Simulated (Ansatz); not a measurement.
A relaxed cell of TiAl3 (Pm-3m (No. 221)), relaxed on a k-mesh at least as fine as the one used below. All values below come from PBEsol (plane waves to 420 eV, PAW, scalar-relativistic; Ansatz, a program for electronic structure). Γ-centred k-mesh 8×8×4 on the run's cell (coarser than for final values), Fermi–Dirac smearing 0.05 eV.

```
TiAl3
1.0
    3.94858     0.00000     0.00000
    0.00000     3.94858     0.00000
    0.00000     0.00000     7.89715
Ti Al
2 6
Direct
  0.00000   0.00000   0.00000
  0.00000   0.00000   0.50000
  0.50000   0.50000   0.00000
  0.50000   0.50000   0.50000
  0.00000   0.50000   0.25000
  0.00000   0.50000   0.75000
  0.50000   0.00000   0.25000
  0.50000   0.00000   0.75000
```

The atoms are displaced by (Å):

| atom | ux | uy | uz |
|---|---|---|---|
| Ti1 | -0.002 | -0.043 | 0.049 |
| Ti2 | -0.045 | 0.039 | 0.067 |
| Al3 | -0.060 | -0.156 | -0.050 |
| Al4 | 0.022 | 0.098 | -0.081 |
| Al5 | -0.097 | -0.032 | -0.109 |
| Al6 | -0.045 | 0.025 | -0.050 |
| Al7 | 0.003 | 0.056 | -0.055 |
| Al8 | 0.025 | -0.092 | -0.044 |

Question: What forces (eV/Å) and pressure result?

Answer: 
```tsv
atom	Fx	Fy	Fz
Ti1	-0.23	-0.22	-1.12
Ti2	0.50	-0.01	-1.14
Al3	0.22	0.95	-0.12
Al4	-0.52	-0.61	0.16
Al5	0.60	0.32	0.81
Al6	0.30	-0.45	0.39
Al7	-0.40	-0.58	0.54
Al8	-0.47	0.59	0.47
```

Pressure +1.3 GPa.

Question: Estimate the energy cost of the displacement in the harmonic approximation and compare with the calculation.

Answer: For a harmonic well ΔE = −½ Σ F·u = 0.368 eV a cell, or 46 meV/atom. The calculated energy relative to the undisplaced cell is +0.05 eV/atom, so the harmonic estimate holds well.

No spin polarisation in the result.

The run that gave the undisplaced cell could not lose the symmetry of its start; a randomly shaken copy of 8 atoms returns to this structure.

The first start was generated by placing the elements on the sites of a structure type. Materials Project lists a structure of TiAl3 in the same space group, Pm-3m (No. 221); the sites were not compared with it, nor with measured phases. Known forms of TiAl3 include space group No. 139.
